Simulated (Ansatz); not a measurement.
Property card for GaN

GaN in space group P-6m2 (No. 187; Ga on 1a, N on 1f), a = b = 2.9405 Å, c = 2.6545 Å, α = β = 90.00°, γ = 120.00°.

Space group P-6m2 (No. 187); conventional cell a = b = 2.940 Å, c = 2.655 Å, α = β = 90.00°, γ = 120.00°.

Method: the program Ansatz at the PBEsol level (PAW). Geometry: relaxed at this level of theory. Other levels are named where they apply.

**Cell and energy**

```json
{
  "volume_per_atom": "9.94 Å³",
  "density": "6.99 g/cm³",
  "Formation energy from the elements (no fitted shifts)": "341 meV/atom"
}
```

**Electronic structure**

```json
{
 "electronic_character": "metallic (no gap)",
 "Density of states at the Fermi level": "0.26 states/eV per atom (mean over ±0.08 eV)",
 "Gap with spin–orbit coupling": "none (metallic)"
}
```

**Mechanics**

```json
{
  "Bulk modulus (Birch–Murnaghan fit)": "190 GPa",
  "Pressure derivative B′": "4.8"
}
```

**Phonons**

```json
{
 "highest_zone_centre_frequency": "303 cm⁻¹",
 "zone_centre_stability": "unstable, softest mode 86i cm⁻¹"
}
```

A made-up cell: these elements were put on the sites of a structure type; neither database checked (COD, Materials Project) lists it. It is not the phase usual at ambient conditions (space group No. 186, 216). The cell was relaxed with PBEsol under the symmetry of its start. As this level gives no gap, phonon frequencies hold no LO–TO term and depend on the k-mesh and smearing (Fermi–Dirac, 0.1 eV here). The references are the lowest solids computed at this level, not always the standard phases (solids in place of the gases). Scalar-relativistic: spin–orbit coupling is off unless named, which matters more the heavier the elements.

Potentials: the earlier of the program's two PAW sets. The files were generated under PBE; for other functionals the program regenerates the frozen cores, and for LDA and PBEsol the local potential too.
